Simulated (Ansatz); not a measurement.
Rb₃CrF₆:
```xyz
10
Lattice="0.0000 4.5146 4.5146 4.5146 0.0000 4.5146 4.5146 4.5146 0.0000" Properties=species:S:1:pos:R:3 pbc="T T T"
Rb     2.2573     2.2573     2.2573
Rb     6.7719     6.7719     6.7719
Rb     4.5146     4.5146     4.5146
Cr     0.0000     0.0000     0.0000
F      1.9095     4.5146     4.5146
F      7.1197     4.5146     4.5146
F      4.5146     1.9095     4.5146
F      4.5146     7.1197     4.5146
F      4.5146     4.5146     1.9095
F      4.5146     4.5146     7.1197
```
The run is spin-polarised; directions of the spins, atom by atom: 0 0 0 ↑ 0 0 0 0 0 0.

Relaxed with r²SCAN. Independent-particle spectrum: no excitons, no local fields, no scissors shift; 0.1 eV broadening; ε₁ of the summed bands alone.

Question: Tabulate the dielectric function from r²SCAN in the plane-wave PAW code Ansatz.

Answer: 

| E (eV) | ε₁ xx | ε₂ xx |
|---|---|---|
| 0.0 | 2.12 | 0.00 |
| 0.5 | 2.12 | 0.00 |
| 1.0 | 2.13 | 0.00 |
| 1.5 | 2.14 | 0.00 |
| 2.0 | 2.15 | 0.00 |
| 2.5 | 2.17 | 0.00 |
| 3.0 | 2.20 | 0.00 |
| 3.5 | 2.24 | 0.00 |
| 4.0 | 2.28 | 0.00 |
| 4.5 | 2.34 | 0.00 |
| 5.0 | 2.42 | 0.00 |
| 5.5 | 2.52 | 0.01 |
| 6.0 | 2.68 | 0.02 |
| 6.5 | 2.95 | 0.03 |
| 7.0 | 3.97 | 0.14 |
| 7.5 | 2.46 | 0.96 |
| 8.0 | 1.96 | 1.77 |
| 8.5 | 1.83 | 3.06 |
| 9.0 | 1.27 | 0.57 |
| 9.5 | 2.21 | 1.73 |
| 10.0 | 1.47 | 0.62 |
| 10.5 | 2.55 | 0.78 |
| 11.0 | 2.00 | 2.37 |
| 11.5 | 0.94 | 0.96 |
| 12.0 | 1.31 | 0.66 |

With all bands, ε∞ without local fields is 2.25.

Space group Fm-3m. The workflow started from a Materials Project entry (that database holds measured and hypothetical structures alike); the Crystallography Open Database copy checked does not list it. Its standing as an ambient phase is unchecked. The cell was relaxed with r²SCAN under the symmetry of its start; its stability against distortions is not shown here. The final state is ferromagnetic, chosen from 3 collinear starts compared on coarse meshes (ties went to the first, and starts can fall back to one state), not a proven ground state. Other orbital occupations within this spin state were not tried. No Hubbard U is applied. Scalar-relativistic: spin–orbit coupling is off unless named, which matters more the heavier the elements.

Potentials: the later of the program's two PAW sets.
